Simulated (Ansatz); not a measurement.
Given:

Starting cell, As (space group R-3m):

```
As
1.0
    3.76004     2.17086     6.65675
    0.00000     2.17086     6.65675
    0.00000    -2.17086     3.32837
As
4
Cartesian
  3.76004   2.17086   8.95844
  1.88002   1.08543   5.63006
  3.76004   2.17086  14.34018
  1.88002   1.08543  11.01181
```

The atoms are displaced by Q × the pattern below (from a DFPT mode at F = (0.5, 0.5, 0.0), largest move 1; Q in Å), at fixed cell. (q is in reciprocal vectors of the primitive cell; the cell shown is doubled to hold the pattern.)

| atom | x | y | z |
|---|---|---|---|
| As1 | 1.000 | 0.000 | 0.000 |
| As2 | -1.000 | 0.000 | 0.000 |
| As3 | 1.000 | 0.000 | 0.000 |
| As4 | -1.000 | 0.000 | 0.000 |

All values below come from LDA (plane waves to 420 eV, PAW, scalar-relativistic; Ansatz, a first-principles code). k mesh 11×11×11 (Γ-centred), Fermi-Dirac smearing 0.05 eV. Energies are smeared free energies. With partly filled bands, energies and forces of such displacements shift with the k mesh and the smearing. As was relaxed with its symmetry unable to fall. ΔE is measured from the undisplaced structure.

The scan covers Q from -0.100 to 0.100 Å in 13 points.

Which space group does the distorted structure have?

P2/c (No. 13), lowered from R-3m.

What is the energy change at Q = 0.100 Å?

152 meV/cell.

What harmonic wavenumber does the curvature at Q = 0 give?

165 cm⁻¹.

(A displaced cell: forces are minus the slopes of the energy, force constants its curvatures, and phonons follow from these.)
